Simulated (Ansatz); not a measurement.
B3HN3 in space group Cmc2_1 (No. 36; Pearson symbol oS28) under volume change, r²SCAN+D4 in the plane-wave PAW code Ansatz, shape and atoms relaxed at each volume.

```csv
V (Å³/atom),E − E(relaxed) (meV/atom),P (GPa)
7.271,___,___
7.511,8.4,6.03
7.751,1.9,2.71
7.990,0.0,0.01
8.230,___,___
8.470,5.9,-3.57
8.709,11.9,-4.45
```

Task: Complete the blanks.

Result: 
- 8.230, E − E(relaxed) (meV/atom): 1.6
- 8.230, P (GPa): -2.08
- 7.271, E − E(relaxed) (meV/atom): 20.3
- 7.271, P (GPa): 9.95

Task: What does a third-order Birch–Murnaghan fit give for V₀, B₀ and B′?

Result: V₀ = 7.99 Å³/atom, B₀ = 74.7 GPa, B′ = 7.5.

The cell is a constructed one: a structure type filled with these elements; neither database checked (COD, Materials Project) lists it. Its standing as an ambient phase is unchecked. The r²SCAN+D4 relaxation kept the symmetry of its start; whether a distortion lowers the energy is not shown. The workflow began spin-polarised and lost its moments.

Potentials: the later of the program's two PAW sets.
